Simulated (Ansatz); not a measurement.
An Ansatz (a first-principles code) run. Input:

Ansatz 0.2 input:
```yaml
crystal:
  lattice:
    - [2.7673740545, 0.0, 0.0]
    - [0.0, 2.7673740545, 0.0]
    - [0.0, 0.0, 2.7673740545]
  atoms:
    - { symbol: Se, position: [0.0, 0.0, 0.0] }
kpoints:
  mp_grid: { grid: [31, 31, 31] }
hamiltonian:
  xc: lda
  pseudopotentials: { azcp: { folder: ./paw }, kind: paw }
scf:
  occupations: { method: fermi_dirac, width: 0.1 }
elastic: { mode: relaxed_ion, stencil: two_point, amplitude: 0.005, f_tol: 0.0005 }
```

Output (shortened):

```
Pseudopotential: Se, paw, valence charge 16
Functional definition: SPW92
Crystal: 1 atoms, lattice volume = 21.194 Å³
Basis set: ecut = 420 eV, 437 PW (Γ)
Bands: 12, of which v1, the nominal top of the filled ones, is band 8 counted from 1 (7 counted from 0)
Symmetry: 48 space group operations
Space group: Pm-3m (ITA 221), of the structure as read, at distance tolerance 2.8e-5 Å
k-points: 816 of 29791
SCF iter   1: F=—  HF=-5383.193239 eV  |F-HF|=—  |Δ(HF+E_count)|=         —  Δρ=1.10e-2  dr2=1.64e-2  ethr=3.10e-3  ⟨swp⟩=6.1  Hψ=58399  notcnv=0
preconditioner: auto → none
SCF iter   2: F=—  HF=-5383.192624 eV  |F-HF|=—  |Δ(HF+E_count)|=   6.15e-4  Δρ=7.17e-3  dr2=7.59e-3  ethr=1.03e-4  ⟨swp⟩=2.0  Hψ=18473  notcnv=0
SCF iter   3: F=—  HF=-5383.192098 eV  |F-HF|=—  |Δ(HF+E_count)|=   5.27e-4  Δρ=7.04e-4  dr2=7.65e-5  ethr=4.75e-5  ⟨swp⟩=2.0  Hψ=12223  notcnv=0
SCF iter   4: F=—  HF=-5383.192006 eV  |F-HF|=—  |Δ(HF+E_count)|=   9.19e-5  Δρ=2.28e-4  dr2=5.63e-6  ethr=4.78e-7  ⟨swp⟩=2.0  Hψ=16355  notcnv=0
SCF iter   5: F=—  HF=-5383.192003 eV  |F-HF|=—  |Δ(HF+E_count)|=   3.09e-6  Δρ=7.79e-5  dr2=8.71e-7  ethr=3.52e-8  ⟨swp⟩=2.0  Hψ=13964  notcnv=0
SCF iter   6: F=—  HF=-5383.192001 eV  |F-HF|=—  |Δ(HF+E_count)|=   1.41e-6  Δρ=1.37e-5  dr2=2.75e-8  ethr=5.44e-9  ⟨swp⟩=2.0  Hψ=16330  notcnv=0
SCF iter   7: F=—  HF=-5383.192001 eV  |F-HF|=—  |Δ(HF+E_count)|=   5.46e-8  Δρ=1.36e-6  dr2=2.80e-10  ethr=1.72e-10  ⟨swp⟩=2.0  Hψ=16364  notcnv=0
SCF iter   8: F=—  HF=-5383.192001 eV  |F-HF|=—  |Δ(HF+E_count)|=  3.52e-10  Δρ=7.34e-8  dr2=1.28e-12  ethr=1.75e-12  ⟨swp⟩=2.0  Hψ=16490  notcnv=0
SCF iter   9: F=-5383.192001 eV  HF=-5383.192001 eV  |F-HF|=2.73e-12  |Δ(HF+E_count)|=  1.82e-12  Δρ=8.99e-9  dr2=5.85e-15  ethr=1.00e-12  ⟨swp⟩=4.2  Hψ=33165  notcnv=0
SCF 1 converged in 9 iterations: F = -5383.192001 eV  dr2 = 5.85e-15
Crystal: 1 atoms, lattice volume = 21.088 Å³
Symmetry: 16 space group operations
k-points: 2176 of 29791
iter 1 solved again at ethr=1.80e-7 eV; its pass at ethr=3.10e-3 eV (dr2=2.89e-5 eV) is discarded
SCF iter   1: F=—  HF=-5383.191658 eV  |F-HF|=—  |Δ(HF+E_count)|=         —  Δρ=2.96e-4  dr2=2.04e-5  ethr=1.80e-7  ⟨swp⟩=2.2  Hψ=186205  notcnv=0  defer=1
preconditioner: auto → none
SCF iter   2: F=—  HF=-5383.191650 eV  |F-HF|=—  |Δ(HF+E_count)|=   7.79e-6  Δρ=1.02e-4  dr2=2.05e-6  ethr=1.28e-7  ⟨swp⟩=2.3  Hψ=31315  notcnv=0  defer=1
SCF iter   3: F=—  HF=-5383.191650 eV  |F-HF|=—  |Δ(HF+E_count)|=   7.42e-7  Δρ=1.63e-5  dr2=4.14e-8  ethr=1.28e-8  ⟨swp⟩=2.4  Hψ=35436  notcnv=0  defer=1
SCF iter   4: F=—  HF=-5383.191650 eV  |F-HF|=—  |Δ(HF+E_count)|=   1.21e-8  Δρ=5.88e-6  dr2=4.03e-9  ethr=2.59e-10  ⟨swp⟩=2.0  Hψ=43191  notcnv=0  defer=1
SCF iter   5: F=—  HF=-5383.191650 eV  |F-HF|=—  |Δ(HF+E_count)|=  2.40e-10  Δρ=6.96e-7  dr2=3.15e-11  ethr=2.52e-11  ⟨swp⟩=2.7  Hψ=43510  notcnv=0  defer=1
SCF iter   6: F=—  HF=-5383.191650 eV  |F-HF|=—  |Δ(HF+E_count)|=  1.64e-11  Δρ=8.12e-8  dr2=3.46e-13  ethr=1.97e-13 (applied; sched 1.00e-12)  ⟨swp⟩=2.0  Hψ=43280  notcnv=0  defer=5
SCF iter   7: F=-5383.191650 eV  HF=-5383.191650 eV  |F-HF|=9.09e-13  |Δ(HF+E_count)|=    0.00e0  Δρ=3.20e-9  dr2=4.87e-16  ethr=1.00e-12  ⟨swp⟩=4.3  Hψ=88717  notcnv=0
SCF 2 converged in 7 iterations: F = -5383.191650 eV  dr2 = 4.87e-16
Crystal: 1 atoms, lattice volume = 21.300 Å³
iter 1 solved again at ethr=6.78e-9 eV; its pass at ethr=3.10e-3 eV (dr2=1.08e-6 eV) is discarded
SCF iter   1: F=—  HF=-5383.191806 eV  |F-HF|=—  |Δ(HF+E_count)|=         —  Δρ=4.94e-4  dr2=1.08e-6  ethr=6.78e-9  ⟨swp⟩=1.4  Hψ=169860  notcnv=0
preconditioner: auto → none
SCF iter   2: F=—  HF=-5383.191848 eV  |F-HF|=—  |Δ(HF+E_count)|=   4.19e-5  Δρ=2.47e-4  dr2=2.69e-7  ethr=6.78e-9  ⟨swp⟩=1.0  Hψ=26103  notcnv=0
SCF iter   3: F=—  HF=-5383.191862 eV  |F-HF|=—  |Δ(HF+E_count)|=   1.40e-5  Δρ=1.26e-6  dr2=9.50e-11  ethr=1.68e-9  ⟨swp⟩=1.0  Hψ=26103  notcnv=0
SCF iter   4: F=—  HF=-5383.191862 eV  |F-HF|=—  |Δ(HF+E_count)|=  1.76e-10  Δρ=1.32e-7  dr2=1.53e-12  ethr=5.94e-13 (applied; sched 1.00e-12)  ⟨swp⟩=2.0  Hψ=43653  notcnv=0
SCF iter   5: F=—  HF=-5383.191862 eV  |F-HF|=—  |Δ(HF+E_count)|=  4.55e-12  Δρ=5.86e-8  dr2=1.79e-13  ethr=1.00e-12  ⟨swp⟩=4.9  Hψ=97577  notcnv=0
SCF iter   6: F=-5383.191862 eV  HF=-5383.191862 eV  |F-HF|=0.00e0  |Δ(HF+E_count)|=  1.82e-12  Δρ=6.53e-9  dr2=6.03e-15  ethr=1.00e-12  ⟨swp⟩=4.1  Hψ=87247  notcnv=0
SCF 3 converged in 6 iterations: F = -5383.191862 eV  dr2 = 6.03e-15
Crystal: 1 atoms, lattice volume = 21.193 Å³
Symmetry: 8 space group operations
k-points: 4096 of 29791
iter 1 solved again at ethr=9.46e-9 eV; its pass at ethr=3.10e-3 eV (dr2=1.51e-6 eV) is discarded
SCF iter   1: F=—  HF=-5383.191991 eV  |F-HF|=—  |Δ(HF+E_count)|=         —  Δρ=1.67e-4  dr2=3.43e-6  ethr=9.46e-9  ⟨swp⟩=3.2  Hψ=372401  notcnv=0  defer=1
preconditioner: auto → none
SCF iter   2: F=—  HF=-5383.191990 eV  |F-HF|=—  |Δ(HF+E_count)|=   1.10e-6  Δρ=6.27e-5  dr2=4.47e-7  ethr=9.46e-9  ⟨swp⟩=2.0  Hψ=55131  notcnv=0  defer=1
SCF iter   3: F=—  HF=-5383.191990 eV  |F-HF|=—  |Δ(HF+E_count)|=   1.28e-7  Δρ=5.92e-6  dr2=2.17e-9  ethr=2.72e-9  ⟨swp⟩=2.0  Hψ=59977  notcnv=0  defer=1
SCF iter   4: F=—  HF=-5383.191990 eV  |F-HF|=—  |Δ(HF+E_count)|=   1.67e-9  Δρ=4.65e-7  dr2=2.90e-11  ethr=1.32e-11  ⟨swp⟩=1.8  Hψ=59228  notcnv=0  defer=1
SCF iter   5: F=—  HF=-5383.191990 eV  |F-HF|=—  |Δ(HF+E_count)|=  7.28e-12  Δρ=3.85e-8  dr2=9.24e-14  ethr=1.00e-12  ⟨swp⟩=3.9  Hψ=220993  notcnv=0
SCF iter   6: F=-5383.191990 eV  HF=-5383.191990 eV  |F-HF|=0.00e0  |Δ(HF+E_count)|=  1.82e-12  Δρ=8.32e-9  dr2=9.06e-15  ethr=1.00e-12  ⟨swp⟩=4.3  Hψ=166766  notcnv=0
SCF 4 converged in 6 iterations: F = -5383.191990 eV  dr2 = 9.06e-15
Crystal: 1 atoms, lattice volume = 21.193 Å³
iter 1 solved again at ethr=1.49e-11 eV; its pass at ethr=3.10e-3 eV (dr2=2.39e-9 eV) is discarded
SCF iter   1: F=—  HF=-5383.191990 eV  |F-HF|=—  |Δ(HF+E_count)|=         —  Δρ=3.10e-6  dr2=2.22e-9  ethr=1.49e-11  ⟨swp⟩=2.8  Hψ=362982  notcnv=0  defer=2
preconditioner: auto → none
SCF iter   2: F=—  HF=-5383.191990 eV  |F-HF|=—  |Δ(HF+E_count)|=  8.07e-10  Δρ=1.15e-6  dr2=2.35e-10  ethr=1.39e-11  ⟨swp⟩=2.0  Hψ=58124  notcnv=0  defer=2
SCF iter   3: F=—  HF=-5383.191990 eV  |F-HF|=—  |Δ(HF+E_count)|=  7.55e-11  Δρ=2.14e-7  dr2=4.98e-12  ethr=1.47e-12  ⟨swp⟩=2.2  Hψ=66926  notcnv=0  defer=2
SCF iter   4: F=—  HF=-5383.191990 eV  |F-HF|=—  |Δ(HF+E_count)|=    0.00e0  Δρ=6.11e-8  dr2=4.02e-13  ethr=3.11e-14 (applied; sched 1.00e-12)  ⟨swp⟩=2.6  Hψ=84037  notcnv=0  defer=14
SCF iter   5: F=-5383.191990 eV  HF=-5383.191990 eV  |F-HF|=0.00e0  |Δ(HF+E_count)|=  9.09e-13  Δρ=3.37e-9  dr2=7.42e-16  ethr=1.00e-12  ⟨swp⟩=4.1  Hψ=163294  notcnv=0
SCF 5 converged in 5 iterations: F = -5383.191990 eV  dr2 = 7.42e-16
SCF converged after 9 iterations
Free energy (F): -5383.192001 eV
Harris-Foulkes:  -5383.192001 eV  (|F-HF|=2.73e-12)
Internal energy: -5383.176565 eV  (E = F + TS)
E sigma→0 (E₀):  -5383.184283 eV
Entropy (-TS):   -0.015436 eV (-15.436 meV/atom)
Fermi energy:    10.126267 eV
--- Per-component energies (eV) ---
  E_band       = -367.209360
  E_kinetic    = 110.339559
  E_local      = -2409.234328  (includes V_loc(G=0)·N_el)
  E_nonlocal   = -349.269523
  E_hartree    = 1283.319260
  E_xc         = -84.593340
  E_vxc        = -90.308792  (∫ρ·V_xc dr)
  E_paw        = -2046.229449  (= ΣΔE_a)
  E_vpaw       = -195.374427  (= ΣTr[D̂ρ^β])
  E_aug_tail   = -0.000372  (compensation charges beyond the density's cutoff)
  E_ewald      = -1889.725732
  E_core_change = 2.217360  (= ΣΔE_core)
  E_smearing   = -0.015436  (= −TS)
  E_closure    = 0.000000  (closes the sum)
  Σ components = -5383.192001   (vs F -5383.192001, Δ=0.00e0)
  [band-id]    e_kinetic+e_local+e_nonlocal+2·e_hartree+e_vxc+e_vpaw+e_augmentation_tail = -367.209363   (vs E_band -367.209360, Δ=-3.50e-6)
--- Forces (eV/Å), atoms counted from 1 ---
  atom   1  Se     0.00000000     0.00000000     0.00000000
  max |Σ_I F_I| component: 0.0 eV/Å
--- Stress (GPa, compression-positive) ---
        0.151727       0.000000       0.000000
        0.000000       0.151727       0.000000
        0.000000       0.000000       0.151727
  P = ⅓ Tr σ = 0.1517 GPa (1.517 kbar)
--- Band table (eV; the first three rows and the last of 816) ---
  k-point 0: bands = ["-38.6701", "-38.6701", "-38.6395", "-38.6395", "-38.6395", "-6.5198", "11.5961", "11.5961", "11.5961", "17.8812", "17.8812", "18.1057"]
  k-point 1: bands = ["-38.6701", "-38.6698", "-38.6396", "-38.6396", "-38.6395", "-6.5038", "11.3967", "11.6090", "11.6090", "17.8973", "17.9991", "18.2389"]
  k-point 2: bands = ["-38.6701", "-38.6688", "-38.6399", "-38.6399", "-38.6395", "-6.4559", "10.8704", "11.6472", "11.6472", "17.9453", "18.0979", "18.8210"]
  k-point 815: bands = ["-38.6554", "-38.6554", "-38.6554", "-38.6226", "-38.6226", "0.3845", "6.5774", "6.5774", "6.5865", "15.7273", "15.7648", "15.7648"]
--- Elastic constants: 2 strain directions × 2 members + reference (group order 48) ---
  dense FFT box of the reference and of every strained cell: 20×20×20
  strains applied: 11, 23; error gains: componentwise 1.00 (the most a stress slope's error grows in a printed constant), spectral 1.73 (1 for all six strains …
  C = ∂σ_k/∂η_j (tension-positive GPa; Voigt order 11 22 33 23 13 12):
       148.076     55.501     55.501      0.000      0.000      0.000
        55.501    148.076     55.501      0.000      0.000      0.000
        55.501     55.501    148.076      0.000      0.000      0.000
         0.000      0.000      0.000      6.912      0.000      0.000
         0.000      0.000      0.000      0.000      6.912      0.000
         0.000      0.000      0.000      0.000      0.000      6.912
  reference stress σ⁰ (GPa):     -0.152     -0.152     -0.152      0.000      0.000      0.000
  C* (energy form; C + prestress term) asymmetry max|C*_kj − C*_jk| = 1.421e-14 GPa — a small one proves nothing (zero by symmetry where the batch's group is …
  moduli (Voigt/Reuss/Hill, GPa): K = 86.36/86.36/86.36   G = 22.66/10.48/16.57   E = 46.72   ν = 0.410
  mechanically stable: yes (min eigenvalue of sym C = 6.91 GPa)
  where every solve meets its electron count the energy-path curvature estimates C_jj along a normal strain and C_jj − ¼(σ⁰_aa + σ⁰_bb) along a shear (ab), of …
  strain η (Voigt 11):  stress-route row diagonal C_11 = 148.08 GPa, energy-path curvature d²(F+E_count+ΔE)/dδ²/Ω₀ = 148.21 GPa
         δ    σ_11 (GPa)             F (eV)   n_scf  n_hpsi   n_pw
    -5.000e-3      -0.9197       -5383.1916496       7  506410    437   relax 0 steps, max|allowed force component| 0.00e0 eV/Å
     5.000e-3       0.5610       -5383.1918623       6  485315    437   relax 0 steps, max|allowed force component| 0.00e0 eV/Å
  strain η (Voigt 23):  stress-route row diagonal C_44 = 6.91 GPa, energy-path curvature d²(F+E_count+ΔE)/dδ²/Ω₀ = 6.99 GPa
         δ    σ_23 (GPa)             F (eV)   n_scf  n_hpsi   n_pw
    -5.000e-3      -0.0346       -5383.1919896       6  999956    437   relax 0 steps, max|allowed force component| 0.00e0 eV/Å
     5.000e-3       0.0346       -5383.1919896       5  800827    437   relax 0 steps, max|allowed force component| 0.00e0 eV/Å
```

Cost: about 3 core-minutes (a rough figure) on shared cores.

The workflow started from a Materials Project entry (that database holds measured and hypothetical structures alike); the Crystallography Open Database copy checked does not list it. It is not the phase usual at ambient conditions (space group No. 152). The cell was relaxed with LDA under the symmetry of its start; whether a distortion lowers the energy is not shown. As this level gives no gap, shear constants depend on the k-mesh and smearing (Fermi–Dirac, 0.1 eV here). Spin–orbit coupling is left out wherever it is not named.

Potentials: the earlier of the program's two PAW sets. The files were generated under PBE; for other functionals the program regenerates the frozen cores, and for LDA and PBEsol the local potential too.

Ansatz is a plane-wave DFT program.
